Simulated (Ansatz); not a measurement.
NbAu2:
```cif
data_Au2Nb
_chemical_formula_sum 'Au2 Nb1'
_space_group_name_H-M_alt 'P6/mmm'
_space_group_IT_number 191
_space_group_name_Hall '-P 6 2'
_cell_length_a 4.66432
_cell_length_b 4.66432
_cell_length_c 2.73882
_cell_angle_alpha 90.000
_cell_angle_beta 90.000
_cell_angle_gamma 120.000
loop_
_atom_site_label
_atom_site_type_symbol
_atom_site_symmetry_multiplicity
_atom_site_Wyckoff_symbol
_atom_site_fract_x
_atom_site_fract_y
_atom_site_fract_z
_atom_site_occupancy
Au1 Au 2 d 0.33333 0.66667 0.50000 1
Nb1 Nb 1 a 0.00000 0.00000 0.00000 1
```

Relaxed at zero pressure with plane-wave PAW r²SCAN (Ansatz code).

The volume is raised by 9 % and shape and atoms relax at that volume. What pressure results, and how do the axes share the change?

-13.5 GPa; a 3.0 %, b 3.0 %, c 2.8 %; the energy rises by 71 meV/atom.

Give the new structure.


Space group P6/mmm (No. 191); a = b = 4.8037 Å, c = 2.8146 Å, α = β = 90.00°, γ = 120.00°

| atom | site | symmetry | x | y | z |
|---|---|---|---|---|---|
| Au | 2d | -6m2 | 0.3333 | 0.6667 | 0.5000 |
| Nb | 1a | 6/mmm | 0.0000 | 0.0000 | 0.0000 |

The phase is kept; no other phase was compared at this pressure.

The workflow started from an entry of the Crystallography Open Database (COD). Whether it is the stable phase at ambient conditions was not checked. The r²SCAN relaxation kept the symmetry of its start; whether a distortion lowers the energy is not shown. No spin polarisation was allowed. Axis ratios of metals converge slowly with the k-mesh, so a and c are less sure than the volume. Spin–orbit coupling is left out wherever it is not named.

Potentials: the later of the program's two PAW sets.
